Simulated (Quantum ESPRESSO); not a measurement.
# Moving one atom in SiMgGa2N4

The results below are calculated, not measured. They come from pw.x of Quantum ESPRESSO 7.5, a plane-wave density functional program, with PseudoDojo standard norm-conserving files (v0.5 for PBE, v0.4.1 for LDA and PBEsol). The cells are made up: elements, strain and atom displacements were drawn at random, and nothing was relaxed. There is no spin polarisation, spin-orbit coupling or dispersion term.

The cell has 8 sites of a wurtzite lattice (rectangular cell). Sites 1 to 4 hold Si Mg Ga Ga; sites 5 to 8 hold N N N N. Cell vectors in Å: (3.241, 0.000, 0.019); (0.000, 5.471, -0.007); (0.032, -0.007, 5.266). Settings: PBE, cutoff 1143 eV, 5 x 4 x 4 k mesh shifted by half a step, Fermi-Dirac smearing of 0.025 eV.

Each run shifts the N atom on site 5 along z and leaves all else fixed. Site 1 is one of its nearest neighbours. E is the free energy of the cell above the lowest run shown.

```
run  shift (Å)  Fz on site 5 (eV/Å)  Fz on site 1 (eV/Å)  P (GPa)  E (meV)
  1    -0.1189               -1.209               -1.072    -4.07      0.0
  2    -0.1054               -1.425               -0.991    -4.05     17.8
  3    -0.0461               -2.245               -0.757    -3.81    127.5
  4     0.0120               -2.880               -0.683    -3.37    277.1
  6     0.1157               -3.696               -0.807    -2.23    621.1
  7     0.1373               -3.824               -0.862    -1.95    702.3
  5     0.0650                    ?                    ?        ?        ?
```

A rerun of one of these cells at 1437 eV and k mesh 7 x 6 x 6 moved values by no more than 0.005 eV in the cell's energy, 0.07 GPa in stress and 0.013 eV/Å in force.

## Worked fit

A parabola through the six runs shown gives Fz on site 5 = -2.764 - 10.54 u + 20.9 u² eV/Å, with u in Å and a scatter of 0.011 eV/Å. Minus the slope, 10.54 ± 0.36 eV/Å², is this atom's force constant along z at u = 0, with its periodic images moving too. The fitted force does not vanish within the range. The error is the larger of the fit's own and the change that a cubic makes, rounded up.

## Withheld run

Question: what Fz on site 5 should run 5 give?

The fit gives -3.361 eV/Å. The calculation gave -3.342 eV/Å.

| run | shift (Å) | Fz on site 5 (eV/Å) | Fz on site 1 (eV/Å) | P (GPa) | E (meV) |
| --- | --- | --- | --- | --- | --- |
| 5 | 0.0650 | -3.342 | -0.713 | -2.83 | 442.4 |